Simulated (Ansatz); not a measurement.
LiGeN:
```yaml
crystal:
  lattice:
    - [2.98692, 0.00000, 0.00000]
    - [-1.49346, 2.58675, 0.00000]
    - [0.00000, 0.00000, 9.35380]
  atoms:
    - { symbol: Li, position: [0.66667, 0.33333, 0.74324] }
    - { symbol: Li, position: [0.33333, 0.66667, 0.24324] }
    - { symbol: Ge, position: [0.00000, 0.00000, 0.49881] }
    - { symbol: Ge, position: [0.00000, 0.00000, 0.99881] }
    - { symbol: N, position: [0.33333, 0.66667, 0.60259] }
    - { symbol: N, position: [0.66667, 0.33333, 0.10259] }
```

Relaxed with r²SCAN.

### Question
Give the optical modes at the zone centre with their infrared activity from DFPT, DFT-r²SCAN in the program Ansatz with PAW potentials.

### Answer
Transverse frequencies, without the LO–TO term; a row sums one degenerate level.

| ω (cm⁻¹) | degeneracy | IR ((D/Å)²/amu) | activity | symmetry |
|---|---|---|---|---|
| 48 | 2 | 0.00 | IR-inactive | E2 |
| 126 | 1 | 0.00 | IR-inactive | B1 |
| 204 | 2 | 0.00 | IR-inactive | E2 |
| 210 | 2 | 9.40 | IR | E1 |
| 369 | 1 | 25.92 | IR | A1 |
| 455 | 2 | 84.75 | IR | E1 |
| 457 | 2 | 0.00 | IR-inactive | E2 |
| 479 | 1 | 0.00 | IR-inactive | B1 |
| 598 | 1 | 6.65 | IR | A1 |
| 657 | 1 | 0.00 | IR-inactive | B1 |

### Question
How high does the top mode go among those that the LO–TO term moves?

### Answer
611 cm⁻¹ for q along x, 611 cm⁻¹ for q along y, 655 cm⁻¹ for q along z.

Space group P6_3mc. The workflow started from a Materials Project entry (that database holds measured and hypothetical structures alike); the Crystallography Open Database copy checked does not list it. Its standing as an ambient phase is unchecked. The cell was relaxed with r²SCAN under the symmetry of its start; whether a distortion lowers the energy is not shown.

Potentials: the later of the program's two PAW sets.
